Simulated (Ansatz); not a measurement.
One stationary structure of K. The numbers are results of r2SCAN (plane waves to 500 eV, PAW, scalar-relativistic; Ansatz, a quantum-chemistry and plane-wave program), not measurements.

```
CELL_PARAMETERS angstrom
     -2.67322     2.67322     2.67322
      2.67322    -2.67322     2.67322
      2.67322     2.67322    -2.67322
ATOMIC_POSITIONS crystal
  K  0.00000 0.00000 0.00000
```

Task: Find the space group and the Wyckoff positions (tolerance 0.01 Å).

Result: Space group Im-3m (No. 229); a = 5.3464 Å, b = 5.3464 Å, c = 5.3464 Å, α = 90.00°, β = 90.00°, γ = 90.00°

```csv
atom,site,symmetry,x,y,z
K,2a,m-3m,0.0000,0.0000,0.0000
```

This is the bcc (W type).

Task: Give the shortest distances between elements (the closest pairs, up to four, under 3.6 Å).

Result: .

Volume per atom: 76.41 Å³
Density: 0.85 g/cm³
Band gap: no gap (metallic)

No spin polarisation in the result.

The run could not lose the symmetry of its start.

It was reached from a disturbed copy of a Pm-3m (No. 221) cell (simple cubic type), against which it lies -0.11 eV/atom.
